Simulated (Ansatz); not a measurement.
YPO4:
```yaml
crystal:
  lattice:
    - [-3.45197, 3.45197, 3.01258]
    - [3.45197, -3.45197, 3.01258]
    - [3.45197, 3.45197, -3.01258]
  atoms:
    - { symbol: Y, position: [0.00000, 0.00000, 0.00000] }
    - { symbol: Y, position: [0.75000, 0.25000, 0.50000] }
    - { symbol: P, position: [0.25000, 0.75000, 0.50000] }
    - { symbol: P, position: [0.50000, 0.50000, 0.00000] }
    - { symbol: O, position: [0.16605, 0.34069, 0.82535] }
    - { symbol: O, position: [0.09069, 0.76534, 0.67465] }
    - { symbol: O, position: [0.51534, 0.34069, 0.17465] }
    - { symbol: O, position: [0.09069, 0.41605, 0.32535] }
    - { symbol: O, position: [0.58395, 0.90931, 0.67465] }
    - { symbol: O, position: [0.65931, 0.83395, 0.17465] }
    - { symbol: O, position: [0.23466, 0.90931, 0.32535] }
    - { symbol: O, position: [0.65931, 0.48466, 0.82535] }
```

Relaxed with r²SCAN.

Problem. Map the electron localisation function on the plane through (0.000, 0.000, 0.000) spanned by u = [1, 1, 0] and v = [1, 0, 1] in lattice vectors, from r²SCAN (plane waves, PAW; program Ansatz).

Solution. x is the fraction of u, y of v (the angle between them is 90°; rows are the nearest grid lines); atoms in the plane: Y at (0.00, 0.00), Y at (0.25, 0.50), P at (0.75, 0.50), P at (0.50, 0.00), O at (0.34, 0.83), O at (0.34, 0.17), O at (0.91, 0.67), O at (0.91, 0.33).
```
|3589940011232000002321100499853|
|8999721367788730012321000289998|
|9998412788899984222211000158999|
|4431038997447997421100000001234|
|0000048996237887411000001222110|
|7410037999899986300000258999997|
|9740014799999974100001478999999|
|9972000012455420000012579853489|
|9961001111111000000113589852489|
|9621589999851000012222489998899|
|6313899999984000112321148998886|
|0017997447997100123310000133210|
|0017997447997100123310000133210|
|6313899999984000112321148998886|
|9621589999851000012222489998899|
|9961001111111000000113589852489|
|9972000012455420000012579853489|
|9740014799999974100001478999999|
|7410037999899986300000258999997|
|0000048996237887411000001222110|
|4431038997457997421100000001234|
|9998412788899984222211000158999|
|8999721367788730012321000289998|
|3589940011232000002321100499853|
```
Scale: ten equal steps from 0.000 (start of '0') to 0.869 (end of '9'), in the order '0123456789'; x runs from 0.000 to 1.00, y from 0.000 (bottom) to 1.00 (top).

The density is the valence pseudo-density with augmentation charge, so density and ELF within about 1 Å of a nucleus are not all-electron values.

Space group I4_1/amd. The first step of the workflow began from a Materials Project structure, measured or hypothetical; the Crystallography Open Database files this formula in space group No. 141, but the cells were not matched. Its standing as an ambient phase is unchecked. Symmetry was held in the r²SCAN relaxation; its stability against distortions is not shown here. The run is not spin-polarised.

Potentials: the later of the program's two PAW sets.
